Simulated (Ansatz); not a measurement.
## Optical constants of Al

Level of theory: Ansatz, DFT PBE+D3(BJ), scalar-relativistic, plane waves, PAW. Plane waves to 420 eV; Γ-centred k mesh 20×20×20; Fermi-Dirac smearing of 0.15 eV. No spin polarisation.

The cell, relaxed at this level:
```
Al
1.0
     0.00000    1.99207    1.99207
     1.99207    0.00000    1.99207
     1.99207    1.99207    0.00000
Al
1
Cartesian
  0.0000 0.0000 0.0000
```

In a metal these results depend on the k mesh and the smearing.

Independent-particle response (no local fields, no excitons) on a 30×30×30 mesh, broadened by 0.1 eV; the Drude term is undamped and its weight carries the smearing above, which sets much of it in a semimetal. The run couldn't bound its error over part or most of this range, so small peaks and near ties are unsure. Light polarised along y. ε₁ lacks the small share of bands above those solved.

**Question.** Tabulate n, κ, the reflectivity and the absorption coefficient against photon energy.

**Answer.**
```
E (eV) n      κ     R  α (10⁵ cm⁻¹)
   0.3  0.23  40.79  1.00         12.40
   0.6  2.30  19.76  0.98         12.01
   0.9  0.91  14.15  0.98         12.90
   1.2  0.69   9.82  0.97         11.95
   1.5  2.79   6.06  0.78          9.22
   1.8  2.26   8.64  0.89         15.76
   2.1  1.36   7.36  0.91         15.66
   2.4  0.95   6.47  0.92         15.73
   2.7  0.70   5.75  0.92         15.73
   3.0  0.55   5.16  0.92         15.69
   3.3  0.44   4.68  0.93         15.64
   3.6  0.36   4.27  0.93         15.58
   3.9  0.30   3.92  0.93         15.51
   4.2  0.26   3.63  0.93         15.43
   4.5  0.22   3.37  0.93         15.35
   4.8  0.19   3.14  0.93         15.26
   5.1  0.17   2.93  0.93         15.16
   5.4  0.15   2.75  0.93         15.05
   5.7  0.13   2.58  0.93         14.93
   6.0  0.12   2.43  0.93         14.80
   6.3  0.11   2.30  0.93         14.67
   6.6  0.10   2.17  0.94         14.53
   6.9  0.09   2.06  0.94         14.39
   7.2  0.08   1.95  0.94         14.23
   7.5  0.07   1.85  0.94         14.06
   7.8  0.06   1.75  0.94         13.87
   8.1  0.06   1.67  0.94         13.68
   8.4  0.06   1.58  0.94         13.48
   8.7  0.05   1.51  0.94         13.28
   9.0  0.05   1.43  0.94         13.06
   9.3  0.05   1.36  0.94         12.83
   9.6  0.04   1.29  0.94         12.59
   9.9  0.04   1.23  0.94         12.34
  10.2  0.04   1.17  0.93         12.07
  10.5  0.04   1.11  0.93         11.79
  10.8  0.04   1.05  0.93         11.51
  11.1  0.04   1.00  0.93         11.21
  11.4  0.04   0.94  0.93         10.89
  11.7  0.04   0.89  0.92         10.55
  12.0  0.04   0.84  0.92         10.19
```

**Question.** Where is the highest local maximum of ε₂ between 0.3 and 12 eV?

**Answer.** At 0.6 eV, where ε₂ = 90.8.

Cost: 1 run of about 1.2 core-minutes, on Arm Neoverse V1 (shared hosts).